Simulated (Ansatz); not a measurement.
LaB6:
```
CELL_PARAMETERS angstrom
      4.15260     0.00000     0.00000
      0.00000     4.15260     0.00000
      0.00000     0.00000     4.15260
ATOMIC_POSITIONS crystal
  La 0.00000 0.00000 0.00000
  B  0.20003 0.50000 0.50000
  B  0.50000 0.20003 0.50000
  B  0.79997 0.50000 0.50000
  B  0.50000 0.79997 0.50000
  B  0.50000 0.50000 0.20003
  B  0.50000 0.50000 0.79997
```

Relaxed with r²SCAN.

Map the electron localisation function on the plane through (0.000, 0.000, 0.000) spanned by u = [1, 0, 0] and v = [0, 1, 1] in lattice vectors, from r²SCAN (plane waves, PAW; program Ansatz).

x is the fraction of u, y of v (the angle between them is 90°; rows are the nearest grid lines); atoms in the plane: La at (0.00, 0.00), B at (0.20, 0.50), B at (0.80, 0.50).
```
|0037986200000026897300|
|0048985200000025898400|
|7888852001111002588887|
|8888621011221101268888|
|8775210123333210125778|
|4321001345555431001234|
|1111346777887776431111|
|3334567888888887654333|
|6555678888888888765556|
|8765578887777888755678|
|9962013554334553102699|
|9960001343223431000699|
|9960001343223431000699|
|9962013554334553102699|
|8765578887777888755678|
|6555678888888888765556|
|3334567888888887654333|
|1111346777887776431111|
|4321001345555431001234|
|8775210123333210125778|
|8888621011221101268888|
|7888852001111002588887|
|0048985200000025898400|
|0037986200000026897300|
```
Scale: ten equal steps from 0.001 (start of '0') to 0.951 (end of '9'), in the order '0123456789'; x runs from 0.000 to 1.00, y from 0.000 (bottom) to 1.00 (top).

The density is the valence pseudo-density with augmentation charge, so density and ELF within about 1 Å of a nucleus are not all-electron values.

Space group Pm-3m. Symmetry was held in the r²SCAN relaxation; of distortions, only those at the zone centre were tested. Scalar-relativistic: spin–orbit coupling is off unless named, which matters more the heavier the elements.

Potentials: the later of the program's two PAW sets.
